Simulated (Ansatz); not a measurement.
Data sheet: Zr5Sb3S (DFT)

Zr5Sb3S:
```xyz
18
Lattice="8.4560 0.0000 0.0000 -4.2280 7.3231 0.0000 0.0000 0.0000 6.0964" Properties=species:S:1:pos:R:3 pbc="T T T"
Zr     0.0000     4.8820     3.0482
Zr     4.2280     2.4410     3.0482
Zr     4.2280     2.4410     0.0000
Zr     0.0000     4.8820     0.0000
Zr     6.3407     0.0000     1.5241
Zr     2.1153     0.0000     4.5723
Zr     3.1703     5.4912     4.5723
Zr     1.0576     1.8319     1.5241
Zr    -3.1703     5.4912     1.5241
Zr    -1.0576     1.8319     4.5723
Sb     3.3677     0.0000     1.5241
Sb     5.0882     0.0000     4.5723
Sb     1.6839     2.9165     4.5723
Sb     2.5441     4.4065     1.5241
Sb    -1.6839     2.9165     1.5241
Sb    -2.5441     4.4065     4.5723
S      0.0000     0.0000     3.0482
S      0.0000     0.0000     0.0000
```

Space group P6_3/mcm (No. 193); conventional cell a = b = 8.456 Å, c = 6.096 Å, α = β = 90.00°, γ = 120.00°.

Method: r²SCAN in the plane-wave PAW code Ansatz. Geometry: relaxed at this level of theory. Other levels are named where they apply.

### Cell and energy

- Volume per atom = 20.97 Å³
- Density = 7.51 g/cm³
- Formation energy from the elements (no fitted shifts) = -1.07 eV/atom

### Electronic structure

* **Electronic character**: metallic (no gap)
* **Density of states at the Fermi level**: 0.47 states/eV per atom (mean over ±0.08 eV)

The first step of the workflow began from a Materials Project structure, measured or hypothetical; the Crystallography Open Database copy checked does not list it. Its standing as an ambient phase is unchecked. Symmetry was held in the r²SCAN relaxation; its stability against distortions is not shown here. The run is not spin-polarised. The references are the lowest solids computed at this level, not always the standard phases. Scalar-relativistic: spin–orbit coupling is off unless named, which matters more the heavier the elements.

Potentials: the later of the program's two PAW sets.
